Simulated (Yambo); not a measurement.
## TiO2: sweep of GW parameters

G0W0@PBEsol for TiO2 (anatase, space group I4_1/amd, No. 141) in Yambo. Reference settings: 4×4×4 Γ-centred k mesh, bands 3 to 137 and a 8 Ry block in the screening, 137 bands in G with the Bruneval-Gonze terminator, plasmon pole fitted at 27.2 eV. The PBEsol gap X → Γ on this mesh is 2.17 eV; G0W0 gaps are taken between the same points.

```tsv
change from the reference	G0W0 gap X → Γ (eV)	shift of the valence edge (eV)
reference settings	3.68	-0.28
91 bands in G	3.66	-0.28
69 bands in W	3.71	-0.17
1 Ry block	5.31	-0.70
pole fitted at 55 eV	3.69	-0.35
57 bands in G, no terminator	3.75	0.39
```

The reference isn't shown to be the converged limit. The mesh misses a band edge: along a dense path the PBEsol gap is 2.12 eV against 2.17 eV on the mesh.

Geometry of the Materials Project entry, not relaxed at this level; primitive cell a = b = c = 5.501 Å, α = β = 139.79°, γ = 58.18°.

A shift is the quasiparticle energy of the state minus its PBEsol energy.
